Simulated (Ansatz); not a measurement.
# Lattice dynamics at Γ of Hf3TiO8 (rutile sites, Cmmm)

Perturbation theory with PBEsol in Ansatz 0.2.0 on the PBEsol cell, ground state and force constants on a 4×4×4 mesh. (Calculated; spin-unpolarised; the phase may be known or hypothetical.)

It is orthorhombic, Cmmm (No. 65); conventional cell a = 6.739 Å, b = 6.748 Å, c = 6.295 Å, 11.93 Å³ an atom. Hf has 6 O at 2.07–2.09 Å; Hf has 6 O at 2.06–2.09 Å; O has 1 Ti at 1.97 Å and 2 Hf at 2.09 Å; O has 3 Hf at 2.06–2.07 Å; Ti has 6 O at 1.97–1.99 Å; O has 1 Ti at 1.99 Å and 2 Hf at 2.07 Å.

```yaml
crystal:
  lattice:
    - [3.37401, -3.36954, 0.00000]
    - [3.37401, 3.36954, 0.00000]
    - [0.00000, 0.00000, 6.29460]
  atoms:
    - { symbol: Hf, position: [0.50000, 0.50000, 0.25456] }
    - { symbol: Hf, position: [0.00000, 0.00000, 0.00000] }
    - { symbol: O, position: [0.19076, 0.19076, 0.26204] }
    - { symbol: O, position: [0.80924, 0.80924, 0.26204] }
    - { symbol: O, position: [0.69464, 0.30536, 0.00000] }
    - { symbol: O, position: [0.30536, 0.69464, 0.00000] }
    - { symbol: Hf, position: [0.50000, 0.50000, 0.74544] }
    - { symbol: Ti, position: [0.00000, 0.00000, 0.50000] }
    - { symbol: O, position: [0.19076, 0.19076, 0.73796] }
    - { symbol: O, position: [0.80924, 0.80924, 0.73796] }
    - { symbol: O, position: [0.70485, 0.29515, 0.50000] }
    - { symbol: O, position: [0.29515, 0.70485, 0.50000] }
```

Optical modes without the longitudinal term:

| ω (cm⁻¹) | degeneracy | IR intensity, summed over the level ((D/Å)²/amu) |
| --- | --- | --- |
| 75 | 1 | 2.81 |
| 77 | 1 | 0.00 |
| 79 | 1 | 9.08 |
| 122 | 1 | 0.00 |
| 131 | 1 | 0.00 |
| 166 | 1 | 63.10 |
| 174 | 1 | 28.37 |
| 192 | 1 | 61.83 |
| 225 | 1 | 136.06 |
| 254 | 1 | 0.00 |
| 258 | 1 | 0.00 |
| 267 | 1 | 1.04 |
| 267 | 1 | 17.60 |
| 274 | 1 | 0.00 |
| 289 | 1 | 0.00 |
| 301 | 1 | 3.86 |
| 351 | 1 | 9.12 |
| 362 | 1 | 3.42 |
| 392 | 1 | 0.00 |
| 409 | 1 | 7.69 |
| 420 | 1 | 0.00 |
| 426 | 1 | 0.00 |
| 445 | 1 | 59.90 |
| 449 | 1 | 37.87 |
| 489 | 1 | 0.00 |
| 499 | 1 | 0.00 |
| 510 | 1 | 0.00 |
| 516 | 1 | 11.67 |
| 579 | 1 | 0.13 |
| 614 | 1 | 0.00 |
| 684 | 1 | 0.00 |
| 686 | 1 | 0.07 |
| 792 | 1 | 0.00 |

All optical modes at Γ are real, from 75 to 792 cm⁻¹ without the longitudinal term; this says nothing of other wave vectors. The long-range field leaves the highest mode where it is. Of the real levels 17 are infrared active, the strongest at 225 cm⁻¹.

The clamped-ion dielectric constant comes out as 5.14, 5.35 and 5.91 along x, y and z. With the ions relaxed, ε⁰ is 52 along x and y, 69 along z. Born charges, averaged over directions: Hf +5.80 to +5.88, O -2.97 to -2.95, Ti +6.13 e. The program notes that the ground state's band table doesn't vouch for all the bands that the response reads.

For comparison, on the r2SCAN cell the mean ε∞ is 4.94 with r2SCAN (ground state on 4×4×4; least gap 3.00 eV in its run on 6×6×4 and the special points).

Spin-orbit coupling is left out, which matters wherever the heavy atoms make up the band edges.
